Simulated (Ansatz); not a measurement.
**Is this MgZn2Te3 structure a true minimum?**

The cell was found from a structure generator's guess, not taken from experiment.

Computed with DFT PBE, scalar-relativistic, plane waves, PAW in Ansatz. Plane waves to 420 eV, a k mesh through Γ of 6×6×4 on the computed 6-atom cell and Gaussian smearing (0.02 eV); no spin polarisation.

The cell below (6 atoms, space group P3m1 (No. 156)) is relaxed within its symmetry.

```xyz
6
Lattice="4.4395 0.0000 0.0000 -2.2198 3.8447 0.0000 0.0000 0.0000 10.9405" Properties=species:S:1:pos:R:3 pbc="T T T"
Mg    0.0000    2.5632    3.6609
Zn    0.0000    0.0000   10.8815
Zn    2.2198    1.2816    7.3535
Te    0.0000    0.0000    2.6199
Te    2.2198    1.2816   10.0276
Te    0.0000    2.5632    6.4837
```

For the test a repeat of it with 12 atoms (edges 4.44, 7.69, 10.94 Å) was strained at random (σ = 1.5 % a component), the atoms were moved at random (σ = 0.15 Å), and all was relaxed again on a coarse 4×2×2 mesh (in the run’s order of axes) with 0.10 eV smearing, with no symmetry imposed.

Spin–orbit coupling, which can matter for Te, is left out.

Q: What happens?

A: It returns, within 1 meV/atom of the unmoved cell on that mesh and with the same symmetry when read at 0.1 Å (Cm at 0.01 Å, so small strains and shifts remain). No instability shows in this cell; modes of other wave vectors, which need another repeat, aren't tested.
